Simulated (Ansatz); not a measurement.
input.yaml (Ansatz 0.2.0):

```yaml
crystal:
  lattice:
    - [3.31, 0.0, 0.0]
    - [-1.655, 2.8665440865, 0.0]
    - [0.0, 0.0, 5.27614]
  atoms:
    - { symbol: Sc, position: [0.3333333333, 0.6666666667, 0.75] }
    - { symbol: Sc, position: [0.6666666667, 0.3333333333, 0.25] }
basis:
  ecutwfc: 420
  ecutrho_ratio: 4
kpoints:
  mp_grid: { grid: [8, 8, 4] }
hamiltonian:
  xc: pbe
scf:
  occupations: { method: gaussian, width: 0.05 }
output:
  forces: true
  stress: true
  eigenvalues: true
relax:
  f_tol: 0.03
  max_steps: 60
  cell: { stress_tol: 0.3 }
```

Q: What will the run give?

A: Final volume 24.51 Å³/atom, energy lowered by 3.6 meV/atom, pressure 0.2 GPa, gap on the mesh zero (metallic) (PBE, scalar-relativistic).

Output, machine lines left out:

```
Pseudopotentials: kind: paw
Pseudopotential: Sc, paw, valence charge 11, recommended cutoff 420 eV (normal), Sc.paw.azcp
Crystal: 2 atoms, lattice volume = 50.061 Å³
Basis set: ecut = 420 eV, 989 PW (Γ), exchange–correlation on 48×48×72 points (8 copies of the dense FFT grid, shifted against one another)
Bands: 15, of which v1, the nominal top of the filled ones, is band 11 counted from 1 (10 counted from 0)
Symmetry: 24 space group operations
Space group: P63/mmc (ITA 194), of the structure as read, at distance tolerance 3.7e-5 Å
k-points: 30 of 256
Initial density: superposition of atomic densities (neutral atoms: chi_scale 0, normalization atom), corrected by the library's trained network
Initial wavefunctions: pseudopotential atomic-orbital guess
Functional: x = pbe(κ = 0.804, μ = 0.21951), c = pbe(β = 0.06672)
```

SCF trace (energy estimate counted from the last row; the run made several SCF loops, for ionic steps, more bands or searches for a lower state, numbered loop.iteration):
```
iteration   ΔE (eV)  density residual (eV)
      1.1     0.006                2.22e-3
      1.2     0.007                8.14e-4
      1.3     0.007                7.80e-6
      1.4     0.007                6.18e-7
      1.5     0.007                1.45e-8
      1.6     0.007               1.94e-10
      2.1  -1.7e-04                7.72e-5
      2.2  -1.5e-04                1.54e-5
      2.3  -1.6e-04                3.67e-7
      2.4  -1.6e-04                1.83e-8
      2.5  -1.6e-04               1.91e-10
      2.6  -1.6e-04               2.31e-12
      3.1  -4.5e-05                8.82e-8
      3.2     0.000                2.09e-8
      3.3     0.000               4.68e-10
      3.4     0.000               1.09e-11
      3.5     0.000               2.16e-13
      3.6     0.000               1.83e-15
      3.7     0.000               3.27e-17
```

```
SCF converged after 7 iterations
Free energy (F): -4271.630545 eV
E sigma→0 (E₀):  -4271.628769 eV
Entropy (-TS):   -0.003552 eV (-1.776 meV/atom)
Fermi energy:    9.326489 eV
--- Per-component energies (eV) ---
  E_band       = -335.973737
  E_kinetic    = 520.731815
  E_local      = -1682.334831  (includes V_loc(G=0)·N_el)
  E_nonlocal   = 166.450286
  E_hartree    = 574.415456
  E_xc         = -208.135599
  E_vxc        = -257.591633  (∫ρ·V_xc dr)
  E_paw        = -1910.951899  (= ΣΔE_a)
  E_vpaw       = -232.060307  (= ΣTr[D̂ρ^β])
  E_aug_tail   = 0.000021  (compensation charges beyond the density's cutoff)
  E_ewald      = -1731.802242
  E_smearing   = -0.003552  (= −TS)
--- Forces (eV/Å), atoms counted from 1 ---
  atom   1  Sc     0.00000000     0.00000000     0.00000000
  atom   2  Sc     0.00000000     0.00000000     0.00000000
--- Stress (GPa, compression-positive) ---
        0.260870       0.000000       0.000000
        0.000000       0.260870       0.000000
        0.000000       0.000000       0.031421
  P = ⅓ Tr σ = 0.1844 GPa (1.844 kbar)
--- Band table (eV; the first three rows and the last of 30) ---
  k-point 0: bands = ["-40.0855", "-40.0130", "-18.9063", "-18.5728", "-18.5728", "-18.5052", "-18.5052", "-18.4627", "4.1865", "7.6795", "9.9395", "10.9119", "10.9119", "11.1799", "11.3636"]
  k-point 1: bands = ["-40.0750", "-40.0237", "-18.8433", "-18.5629", "-18.5629", "-18.5298", "-18.5152", "-18.5152", "4.6043", "7.0861", "9.8881", "10.7801", "10.7801", "10.9071", "11.1394"]
  k-point 2: bands = ["-40.0494", "-40.0494", "-18.6886", "-18.6886", "-18.5391", "-18.5391", "-18.5391", "-18.5391", "5.7326", "5.7326", "10.3008", "10.3008", "10.8282", "10.8282", "10.8282"]
  k-point 29: bands = ["-40.0129", "-40.0129", "-18.8328", "-18.8328", "-18.7024", "-18.7024", "-18.5443", "-18.5443", "8.5872", "8.5872", "9.4849", "9.4849", "9.5939", "9.5939", "11.7140"]
--- Relaxed structure (2 steps of the walk, 2 accepted, 1 SCFs on fresh bases) ---
  F+E_penalty+E_count = -4271.63054484 eV   max|allowed force component| = 1.966e-17 eV/Å   (the final SCF, on the basis selected at the relaxed cell)
  cell:  # Å, volume = 49.0236 Å³
    - [3.31201, 0.00000, 0.00000]
    - [-1.65600, 2.86828, 0.00000]
    - [0.0, 0.0, 5.16051]
  atoms:
    - { symbol: Sc, position: [0.33333, 0.66667, 0.75000] }
    - { symbol: Sc, position: [0.66667, 0.33333, 0.25] }
```

It took of the order of 4 core-seconds on a shared host.
